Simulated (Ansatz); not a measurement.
Y:
```cif
data_Y2
_chemical_formula_sum 'Y2'
_space_group_name_H-M_alt 'P 1'
_space_group_IT_number 1
_cell_length_a 3.67639
_cell_length_b 3.67639
_cell_length_c 5.67597
_cell_angle_alpha 90.000
_cell_angle_beta 90.000
_cell_angle_gamma 120.000
loop_
_space_group_symop_operation_xyz
  'x, y, z'
loop_
_atom_site_label
_atom_site_type_symbol
_atom_site_fract_x
_atom_site_fract_y
_atom_site_fract_z
_atom_site_occupancy
Y1 Y 0.33333 0.66667 0.75000 1
Y2 Y 0.66667 0.33333 0.25000 1
```

Relaxed with r²SCAN+D4.

Which orbitals make up the states near the Fermi level in the program Ansatz at the r²SCAN+D4 level (PAW)?

Within 0.5 eV of the Fermi level: Y 4d 87 %, outside the projected shells 6 %. Projections are on Löwdin-orthogonalised atomic valence shells; empty p or d shells of many metals are not among them.

Tabulate the density of states.

States/eV per cell of 2 atoms, in 0.25 eV bins, energy from the Fermi level.

```
E (eV)  total  Y 4d  Y 5s  Y 4p
------  -----  ----  ----  ----
-5.05    0.00  0.00  0.00  0.00
-4.80    0.06  0.00  0.06  0.00
-4.55    0.15  0.00  0.14  0.00
-4.30    0.21  0.00  0.20  0.00
-4.05    0.27  0.01  0.25  0.00
-3.80    0.33  0.01  0.30  0.01
-3.55    0.40  0.03  0.35  0.01
-3.30    0.44  0.04  0.38  0.01
-3.05    0.52  0.07  0.42  0.01
-2.80    0.61  0.11  0.47  0.01
-2.55    0.72  0.18  0.51  0.02
-2.30    0.88  0.29  0.55  0.02
-2.05    1.16  0.52  0.59  0.02
-1.80    1.80  1.10  0.64  0.02
-1.55    1.75  1.19  0.49  0.02
-1.30    1.81  1.36  0.38  0.03
-1.05    2.17  1.80  0.29  0.03
-0.80    2.42  2.18  0.16  0.03
-0.55    2.54  2.35  0.09  0.04
-0.30    3.25  2.84  0.19  0.05
-0.05    3.66  3.21  0.15  0.05
0.20     3.53  3.03  0.18  0.04
0.45     1.64  1.43  0.07  0.02
0.70     1.47  1.26  0.06  0.01
0.95     1.76  1.56  0.05  0.01
1.20     3.69  3.18  0.18  0.02
1.45     4.37  3.72  0.19  0.02
1.70     3.52  3.24  0.13  0.01
1.95     3.42  3.17  0.11  0.01
2.20     4.15  3.89  0.09  0.01
2.45     2.78  2.63  0.04  0.01
2.70     1.86  1.77  0.02  0.00
2.95     1.30  1.26  0.01  0.00
3.20     1.71  1.65  0.01  0.00
3.45     1.61  1.55  0.02  0.00
3.70     1.66  1.58  0.02  0.00
3.95     1.75  1.66  0.04  0.00
4.20     1.91  1.78  0.06  0.00
4.45     2.29  2.10  0.10  0.00
4.70     3.12  2.82  0.16  0.00
```

Space group P6_3/mmc (hcp (Mg type)). The cell was relaxed with r²SCAN+D4 under the symmetry of its start. No spin polarisation was allowed. The pairwise dispersion correction was not fitted to metals. Spin–orbit coupling is left out wherever it is not named.

Potentials: the later of the program's two PAW sets.
